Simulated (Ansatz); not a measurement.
## What moves the field gradients of WSe2?

Cell of run 1: a COD entry, taken as it stands.

Space group P6_3/mmc (No. 194); a = 3.2900, c = 12.9700 Å, γ = 120.00°.

| site | Wyckoff | site symmetry | x | y | z |
| --- | --- | --- | --- | --- | --- |
| W | 2c | -6m2 | 0.3333 | 0.6667 | 0.2500 |
| Se | 4f | 3m. | 0.3333 | 0.6667 | 0.6210 |

One atom of each set is listed.

Relaxed positions (PBE, cell held):

W (0.3333, 0.6667, 0.2500)
Se (0.3333, 0.6667, 0.6203)

All runs are DFT with Ansatz 0.2.0 (plane waves and PAW, scalar-relativistic unless spin–orbit coupling is named, Γ-centred meshes, Fermi–Dirac smearing where given) in this cell. Start moments of run 1 as typed (μB): 2 on each W, none on the rest.

Run 1: PBE, parallel start moments, atoms as given; 420 eV, 15×15×4 k-points, smearing 0.02 eV.
Run 2: PBE, parallel start moments, atoms relaxed; 420 eV, 15×15×4 k-points, smearing 0.02 eV.
Run 3: r2SCAN, parallel start moments, at the relaxed atoms; 500 eV, 15×15×4 k-points, smearing 0.02 eV.
Run 4: PBE with spin–orbit coupling, parallel start moments, at the relaxed atoms; 420 eV, 15×15×4 k-points, smearing 0.02 eV.
Run 5: LDA, parallel start moments, at the relaxed atoms; 420 eV, 15×15×4 k-points, smearing 0.02 eV.
Run 6: PBEsol, parallel start moments, at the relaxed atoms; 420 eV, 15×15×4 k-points, smearing 0.02 eV.

(1) What does each run give, and what moves the gradients most?

Answers

(1) 

| run | W V_zz (η) | Se V_zz (η) |
| --- | --- | --- |
| 1 | -17.02 (0.00) | -7.65 (0.00) |
| 2 | -16.49 (0.00) | -7.27 (0.00) |
| 3 | -16.46 (0.00) | -7.68 (0.00) |
| 4 | -17.10 (0.00) | -6.93 (0.00) |
| 5 | -16.53 (0.00) | -7.12 (0.00) |
| 6 | -16.37 (0.00) | -7.25 (0.00) |

V_zz in 10²¹ V/m². Against run 1, the gradient tensors on these sites move by at most 0.54 in run 2 (W), 0.56 in run 3 (W), 0.73 in run 4 (Se), 0.54 in run 5 (Se), 0.66 in run 6 (W). Taken one at a time, spin–orbit coupling moves the tensors on these sites by up to 0.61 (largest principal value of the change, on W), the functional (between the two that differ most) by 0.57 (Se), the positions of the atoms (as given or relaxed) by 0.54 (W).

In run 3 the program didn't check the stability of the electronic state in full, so a lower one may lie near. In runs 1, 2, 3, 4, 5, 6 the start moments die out. In runs 3, 5, 6 the atoms aren't at the calculated equilibrium (largest force 0.33, 0.51, 0.29 eV/Å).
